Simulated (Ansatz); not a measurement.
# BaTiO3 (cubic perovskite): energy against volume

BaTiO₃ (cubic perovskite)

```cif
data_BaO3Ti
_chemical_formula_sum 'Ba1 Ti1 O3'
_space_group_name_H-M_alt 'P 1'
_space_group_IT_number 1
_cell_length_a 3.99403
_cell_length_b 3.99403
_cell_length_c 3.99403
_cell_angle_alpha 90.000
_cell_angle_beta 90.000
_cell_angle_gamma 90.000
loop_
_space_group_symop_operation_xyz
  'x, y, z'
loop_
_atom_site_label
_atom_site_type_symbol
_atom_site_fract_x
_atom_site_fract_y
_atom_site_fract_z
_atom_site_occupancy
Ba1 Ba 0.00000 0.00000 0.00000 1
Ti1 Ti 0.50000 0.50000 0.50000 1
O1 O 0.00000 0.50000 0.50000 1
O2 O 0.50000 0.50000 0.00000 1
O3 O 0.50000 0.00000 0.50000 1
```

The volume is varied about the relaxed value V₀ at fixed cell shape. Symmetry pins the atoms to their sites.

These are r2SCAN (plane waves to 500 eV, PAW, scalar-relativistic; Ansatz, an electronic-structure program) values and carry that method's errors. k mesh 9×9×9 (Γ-centred), Fermi-Dirac smearing 0.05 eV. Energies are smeared free energies. Compression counts positive. BaTiO3 is run without spin polarisation. BaTiO3 was relaxed with its symmetry unable to fall. This is a high-temperature form of BaTiO3. The zero of ΔE is the relaxed starting cell.

| V/V₀ | ΔE (meV/atom) | P (GPa) |
|---|---|---|
| 0.840 | 252.2 | 46.4 |
| 0.867 | 165.6 | 35.5 |
| 0.893 | 100.4 | 26.2 |
| 0.920 | 53.5 | 18.2 |
| 0.947 | 22.6 | 11.2 |
| 0.973 | 5.4 | 5.2 |
| 1.000 | 0.0 | 0.0 |
| 1.027 | 4.9 | -4.5 |
| 1.053 | 18.6 | -8.4 |
| 1.080 | 40.0 | -11.7 |
| 1.107 | 68.0 | -14.6 |
| 1.133 | 101.6 | -17.1 |
| 1.160 | 140.2 | -19.2 |

Key numbers:

```
Quantity                                                    Value
-------------------------------------------------  --------------
Pressure at the smallest volume                          46.4 GPa
Energy cost of the largest compression             252.2 meV/atom
Energy cost of the largest expansion               140.2 meV/atom
Bulk modulus B₀ (third-order Birch-Murnaghan fit)         180 GPa
Pressure derivative B₀′ (fit)                                 4.4
Equilibrium volume of the fit                       12.74 Å³/atom
Pressure for 5 % compression (fit)                       10.4 GPa
```

(Under strain, the slope of the energy per volume gives the stress and its curvature an elastic modulus.)
